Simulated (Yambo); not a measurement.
SnS$_{2}$ (CdI2 type, space group P-3m1, No. 164), G0W0@PBEsol in Yambo with this input:

```
rim_cut
gw0
dyson
el_el_corr
HF_and_locXC
ppa
em1d
RandQpts= 1000000
RandGvec= 1 Ry
EXXRLvcs= 72 Ry
VXCRLvcs= 288 Ry
Chimod= "HARTREE"
% BndsRnXp
 1 | 133 |
%
NGsBlkXp= 8 Ry
% LongDrXp
 1.0 | 1.0 | 1.0 |
%
PPAPntXp= 27.2114 eV
% GbndRnge
 1 | 133 |
%
GTermKind= "BG"
DysSolver= "n"
ExtendOut
```

On a 6×6×2 mesh, with wavefunctions cut at 72 Ry, the gap ((0, 0.167, 0) → L) is 2.251 eV and the valence edge shifts by -0.621 eV.

What happens with this change: wavefunctions cut at 25 Ry?

The gap falls by 0.033 eV, to 2.218 eV; the shift of the valence edge becomes -0.619 eV. Neither run is shown to be the converged limit.

The standard potential for Sn keeps a d shell in the valence without the s and p states of that shell. In tests on such compounds this moved G0W0 gaps by up to about 0.9 eV, so absolute quasiparticle energies here are unreliable; differences between settings are what counts.

Spin-orbit coupling is not included.

Geometry of the Materials Project entry, not relaxed at this level; primitive cell a = 3.6743 Å, b = 3.6743 Å, c = 6.2288 Å, α = 90.00°, β = 90.00°, γ = 120.00°.

A shift is the quasiparticle energy of the state minus its PBEsol energy.

The distance between layers or molecules is the database entry's, not relaxed here. Functionals without dispersion can leave it too large, which widens gaps and weakens the response across layers: the numbers belong to this cell.
